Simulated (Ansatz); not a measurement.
Relaxation of a relaxed TiC cell displaced along its unstable phonon at q = (½, 0, 0) of its primitive reciprocal cell (62i cm⁻¹), largest move 0.15 Å; 8 atoms in the cell, which starts as Pm (No. 6), mP8; a = 2.685 Å, b = 4.008 Å, c = 8.015 Å, α = β = γ = 90.00°. Level of theory: r2SCAN (plane waves to 500 eV, PAW, scalar-relativistic; Ansatz, an electronic-structure program). Γ-centred k-mesh 4×8×12 on the run's cell (coarser than for final values), Fermi–Dirac smearing 0.05 eV. This is the first round of the run. 

The optimiser's lines from the output (shortened; P is positive under compression):

```
relax step   1: F+E_penalty+E_count = -11024.51067351 eV  Δ(F+E_penalty+E_count) = +0.000e0 eV  max|allowed force component| = 1.283e-1 eV/Å  Δτ_max = 0.0000 Å  P = -0.140 GPa  Ω = 86.256 Å³  (11 SCF iters, dr2 threshold 1.00e-7 eV, accepted)
relax step   2: F+E_penalty+E_count = -11024.52036403 eV  Δ(F+E_penalty+E_count) = -9.691e-3 eV  max|allowed force component| = 1.809e-1 eV/Å  Δτ_max = 0.0276 Å  P = -0.082 GPa  Ω = 86.448 Å³  (8 SCF iters, dr2 threshold 8.00e-7 eV, accepted)
relax step   3: F+E_penalty+E_count = -11024.53647817 eV  Δ(F+E_penalty+E_count) = -1.611e-2 eV  max|allowed force component| = 2.668e-1 eV/Å  Δτ_max = 0.0381 Å  P = -0.090 GPa  Ω = 86.638 Å³  (8 SCF iters, dr2 threshold 8.00e-7 eV, accepted)
relax step   4: F+E_penalty+E_count = -11024.57061323 eV  Δ(F+E_penalty+E_count) = -3.414e-2 eV  max|allowed force component| = 4.161e-1 eV/Å  Δτ_max = 0.0557 Å  P = -0.140 GPa  Ω = 86.844 Å³  (8 SCF iters, dr2 threshold 8.00e-7 eV, accepted)
relax step   5: F+E_penalty+E_count = -11024.80393033 eV  Δ(F+E_penalty+E_count) = -2.333e-1 eV  max|allowed force component| = 8.563e-1 eV/Å  Δτ_max = 0.1943 Å  P = -0.814 GPa  Ω = 87.426 Å³  (8 SCF iters, dr2 threshold 8.00e-7 eV, accepted)
relax step   6: F+E_penalty+E_count = -11025.18443730 eV  Δ(F+E_penalty+E_count) = -3.805e-1 eV  max|allowed force component| = 8.835e-1 eV/Å  Δτ_max = 0.1961 Å  P = -1.629 GPa  Ω = 87.650 Å³  (10 SCF iters, dr2 threshold 8.00e-7 eV, accepted)
relax step   7: F+E_penalty+E_count = -11025.81069169 eV  Δ(F+E_penalty+E_count) = -6.263e-1 eV  max|allowed force component| = 1.244e0 eV/Å  Δτ_max = 0.1703 Å  P = -2.379 GPa  Ω = 87.632 Å³  (10 SCF iters, dr2 threshold 8.00e-7 eV, accepted)
relax step   8: F+E_penalty+E_count = -11027.30255813 eV  Δ(F+E_penalty+E_count) = -1.492e0 eV  max|allowed force component| = 2.312e0 eV/Å  Δτ_max = 0.1957 Å  P = -3.544 GPa  Ω = 87.642 Å³  (9 SCF iters, dr2 threshold 8.00e-7 eV, accepted)
relax step   9: F+E_penalty+E_count = -11029.25026739 eV  Δ(F+E_penalty+E_count) = -1.948e0 eV  max|allowed force component| = 3.347e0 eV/Å  Δτ_max = 0.1961 Å  P = -2.482 GPa  Ω = 84.951 Å³  (10 SCF iters, dr2 threshold 8.00e-7 eV, accepted)
relax step  10: F+E_penalty+E_count = -11030.76853530 eV  Δ(F+E_penalty+E_count) = -1.518e0 eV  max|allowed force component| = 3.039e0 eV/Å  Δτ_max = 0.1947 Å  P = -1.741 GPa  Ω = 83.397 Å³  (9 SCF iters, dr2 threshold 8.00e-7 eV, accepted)
relax step  11: F+E_penalty+E_count = -11031.73539354 eV  Δ(F+E_penalty+E_count) = -9.669e-1 eV  max|allowed force component| = 1.378e0 eV/Å  Δτ_max = 0.1971 Å  P = -0.767 GPa  Ω = 81.585 Å³  (9 SCF iters, dr2 threshold 8.00e-7 eV, accepted)
relax step  12: F+E_penalty+E_count = -11032.05604040 eV  Δ(F+E_penalty+E_count) = -3.206e-1 eV  max|allowed force component| = 1.558e-2 eV/Å  Δτ_max = 0.1637 Å  P = +0.230 GPa  Ω = 81.009 Å³  (9 SCF iters, dr2 threshold 8.00e-7 eV, accepted)
relax step  13: F+E_penalty+E_count = -11032.05623836 eV  Δ(F+E_penalty+E_count) = -1.980e-4 eV  max|allowed force component| = 9.666e-4 eV/Å  Δτ_max = 0.0014 Å  P = -0.047 GPa  Ω = 81.095 Å³  (5 SCF iters, dr2 threshold 6.07e-7 eV, accepted)
relax step  14: F+E_penalty+E_count = -11032.05631628 eV  Δ(F+E_penalty+E_count) = -7.792e-5 eV  max|allowed force component| = 2.571e-4 eV/Å  Δτ_max = 0.0001 Å  P = -0.000 GPa  Ω = 81.080 Å³  (4 SCF iters, dr2 threshold 1.18e-7 eV, accepted)
relax step  15: F+E_penalty+E_count = -11032.06047296 eV  Δ(F+E_penalty+E_count) = -4.157e-3 eV  max|allowed force component| = 2.533e-4 eV/Å  Δτ_max = 0.0000 Å  P = +0.055 GPa  Ω = 81.080 Å³  stress off target by 1.40e-1 GPa  SCF on the basis re-selected at this cell (its energy is not comparable with the rows above)  (9 SCF iters)
relax step  16: F+E_penalty+E_count = -11032.06047672 eV  Δ(F+E_penalty+E_count) = -3.753e-6 eV  max|allowed force component| = 7.400e-5 eV/Å  Δτ_max = 0.0000 Å  P = +0.001 GPa  Ω = 81.097 Å³  (3 SCF iters, dr2 threshold 4.92e-8 eV, accepted)
relax step  17: F+E_penalty+E_count = -11032.06048960 eV  Δ(F+E_penalty+E_count) = -1.289e-5 eV  max|allowed force component| = 9.128e-5 eV/Å  Δτ_max = 0.0000 Å  P = +0.001 GPa  Ω = 81.097 Å³  stress off target by 6.42e-3 GPa  SCF on the basis re-selected at this cell (its energy is not comparable with the rows above)  (5 SCF iters)
```

From the first to the last row the energy changes by -0.94 eV/atom and the volume by -6.0 %. The last row is marked as not comparable with the walk above it, whose basis was carried along; it does compare with step 1, since both stand on a basis selected at the nominal cutoff for their own cell.

Later rounds, restarted from the end of this one on a renewed k-mesh, logged 8 more steps and released under 0.01 eV/atom more. The final structure after all rounds: Fm-3m (No. 225), cF8, rock salt type; a = b = c = 4.3285 Å, α = β = γ = 90.00°. Between re-selections the logged energies stand on a plane-wave basis carried along with the cell. No spin polarisation in the result.

The run could not lose the symmetry of its start.

Of the parent cell (P4/nmm (No. 129)): it is a generated cell of TiC: the first start was made by placing the elements on the sites of a structure type, and the end was not matched to a known phase here, so it may be hypothetical. Known forms of TiC include space group No. 225.
